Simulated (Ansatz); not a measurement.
# Structures of Re₂Au: which is lowest?

Plane-wave DFT in Ansatz with scalar-relativistic PAW potentials, cutoff 420 eV, Γ-centred meshes chosen by cell and gap, Gaussian smearing with energies taken to zero width. Every cell was relaxed (cell and atoms) in a run of its own, within the symmetry of its start. Functional: PBE.

Relaxed structures (starts from databases or built by putting these elements on another compound's sites):
A. I4/mmm, 3 atoms in the computed cell, a = 3.287 Å, c = 8.890 Å; sites (symmetry × multiplicity) Re 4mm × 4, Au 4/mmm × 2; start: built
B. P6_3/mmc, 6 atoms in the computed cell, a = 2.818 Å, c = 13.818 Å; sites (symmetry × multiplicity) Re 3m. × 4, Au -6m2 × 2; start: built

Q: Rank them by energy. Could pressure change the order?

A:
| structure | group | E − E(lowest) (meV/atom) | V (Å³/atom) | gap on mesh (eV) |
| --- | --- | --- | --- | --- |
| B | P6_3/mmc | 0.0 | 15.83 | 0.00 |
| A | I4/mmm | 276 | 16.01 | 0.00 |

B is lowest, 276 meV/atom under A. The lowest is also the densest of these, so pressure wouldn't bring one of the others in at first order. Other structures may lie lower than all of these, and vibrations aren't counted.

Spin-orbit coupling is left out, which matters for the bands of heavy elements.